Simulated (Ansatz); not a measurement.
Input:

LiIn:
```xyz
4
Lattice="0.0000 3.4127 3.4127 3.4127 0.0000 3.4127 3.4127 3.4127 0.0000" Properties=species:S:1:pos:R:3 pbc="T T T"
Li     3.4127     3.4127     3.4127
Li     5.1190     5.1190     5.1190
In     0.0000     0.0000     0.0000
In     1.7063     1.7063     1.7063
```

This is the r²SCAN-relaxed structure.

All from r²SCAN in the plane-wave PAW code Ansatz, unless another level is named. Give the formation energy from the elements (no fitted shifts).

-0.35 eV/atom.

Predict the density of states at the Fermi level.

0.10 states/eV per atom (mean over ±0.08 eV).

Space group Fd-3m. The first step of the workflow began from a Materials Project structure, measured or hypothetical; the Crystallography Open Database files this formula in space group No. 227, but the cells were not matched. Its standing as an ambient phase is unchecked. Symmetry was held in the r²SCAN relaxation; its stability against distortions is not shown here. The references are the lowest solids computed at this level, not always the standard phases. Spin–orbit coupling is left out wherever it is not named.

Potentials: the later of the program's two PAW sets.
